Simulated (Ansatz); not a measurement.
A structure of CdSe relaxed with PBEsol (plane waves to 420 eV, PAW, scalar-relativistic; Ansatz, a quantum-chemistry and plane-wave program); single points at other levels follow on the same geometry (Ansatz, PAW; HSE06 at 420 eV on a 6×6×4 k-mesh; no spin-orbit coupling). Space group P6₃mc (No. 186).

```yaml
crystal:
  lattice:
    - [4.30304, 0.00000, 0.00000]
    - [-2.15152, 3.72654, 0.00000]
    - [0.00000, 0.00000, 7.01911]
  atoms:
    - { symbol: Cd, position: [0.66667, 0.33333, 0.00049] }
    - { symbol: Cd, position: [0.33333, 0.66667, 0.50049] }
    - { symbol: Se, position: [0.66667, 0.33333, 0.62471] }
    - { symbol: Se, position: [0.33333, 0.66667, 0.12471] }
```

```
level   gap (eV)    kind  conduction minimum
------  --------  ------  ------------------
PBEsol      0.54  direct                   Γ
HSE06       1.61       –                   Γ
```

No spin polarisation in the result.

The run could not lose the symmetry of its start.
